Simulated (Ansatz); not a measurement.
PbTe (rock salt)

```yaml
crystal:
  lattice:
    - [0.00000, 3.22143, 3.22143]
    - [3.22143, 0.00000, 3.22143]
    - [3.22143, 3.22143, 0.00000]
  atoms:
    - { symbol: Te, position: [0.00000, 0.00000, 0.00000] }
    - { symbol: Pb, position: [0.50000, 0.50000, 0.50000] }
```

The slice is a {100} plane (indices of the conventional cell) through the point (0.000, 0.000, 0.000) (fractional), spanned by u = [100] and v = [0 1 -1] in vectors of this cell: u (4.56 Å) and v (4.56 Å, at 90° to u). It covers one period; positions are fractions (u, v).

Calculation: PBEsol (plane waves to 420 eV, PAW, scalar-relativistic; Ansatz, a first-principles code). k mesh 9×9×9. These are valence fields of a PAW run, semicore shells included where kept as valence: close to a nucleus they are smooth pseudo fields. PbTe was relaxed with its symmetry unable to fall. Spin-orbit coupling is left out, though Pb and Te are heavy.

Three fields on this plane, each scaled to ten steps between its own extremes (0 low, 9 high; the total valence density on a logarithmic scale, the potential cut 8 eV below its top; x marks points blanked near nuclei; v = 0 in the bottom row):

Map A
```
|xxxxxx0579999999750xxxxx|
|xxxxx005789999987500xxxx|
|xxxxx036788888887630xxxx|
|xxxx01467776667776410xxx|
|xx001466654333456664100x|
|000346654200000245664300|
|44566653000xxx0003566654|
|777776400xxxxxxx00467777|
|99887520xxxxxxxxx0257889|
|99987400xxxxxxxxx0047899|
|9998630xxxxxxxxxxx036899|
|9998630xxxxxxxxxxx036899|
|9998630xxxxxxxxxxx036899|
|99987400xxxxxxxxx0047899|
|99887520xxxxxxxxx0257889|
|777776400xxxxxxx00467777|
|44566653000xxx0003566654|
|000346654200000245664300|
|xx001466654333456664100x|
|xxxx01467776667776410xxx|
|xxxxx036788888887630xxxx|
|xxxxx005789999987500xxxx|
|xxxxxx0579999999750xxxxx|
|xxxxxx0479999999740xxxxx|
```

Map B
```
|xxxxxx8642100012468xxxxx|
|xxxxx976421000124679xxxx|
|xxxxx875432111234578xxxx|
|xxxx98654333333345689xxx|
|xx988765545555545567889x|
|887766556677877665566778|
|66655556789xxx9876555566|
|444445679xxxxxxx97654444|
|22233468xxxxxxxxx8643322|
|11123579xxxxxxxxx9753211|
|0001357xxxxxxxxxxx753100|
|0001358xxxxxxxxxxx853100|
|0001357xxxxxxxxxxx753100|
|11123579xxxxxxxxx9753211|
|22233468xxxxxxxxx8643322|
|444445679xxxxxxx97654444|
|66655556789xxx9876555566|
|887766556677877665566778|
|xx988765545555545567889x|
|xxxx98654333333345689xxx|
|xxxxx875432111234578xxxx|
|xxxxx976421000124679xxxx|
|xxxxxx8642100012468xxxxx|
|xxxxxx8642100012468xxxxx|
```

Map C
```
|xxxxxx9984100014899xxxxx|
|xxxxx899731000137998xxxx|
|xxxxx898521000125898xxxx|
|xxxx89964222222246998xxx|
|xx889974323333323479988x|
|999997433344444333479999|
|99986433445xxx5443346899|
|887543345xxxxxxx54334578|
|54322234xxxxxxxxx4322234|
|11112345xxxxxxxxx5432111|
|0000234xxxxxxxxxxx432000|
|0000234xxxxxxxxxxx432000|
|0000234xxxxxxxxxxx432000|
|11112345xxxxxxxxx5432111|
|54322234xxxxxxxxx4322234|
|887543345xxxxxxx54334578|
|99986433445xxx5443346899|
|999997433344444333479999|
|xx889974323333323479988x|
|xxxx89964222222246998xxx|
|xxxxx898521000125898xxxx|
|xxxxx899731000137998xxxx|
|xxxxxx9984100014899xxxxx|
|xxxxxx9985100015899xxxxx|
```

Question: Assign the maps to these fields: electron localisation function (ELF); valence electron density; electrostatic potential energy of an electron, from the cell's mean.

Answer: A is the electrostatic potential energy of an electron, from the cell's mean; B is the valence electron density; C is the electron localisation function (ELF).
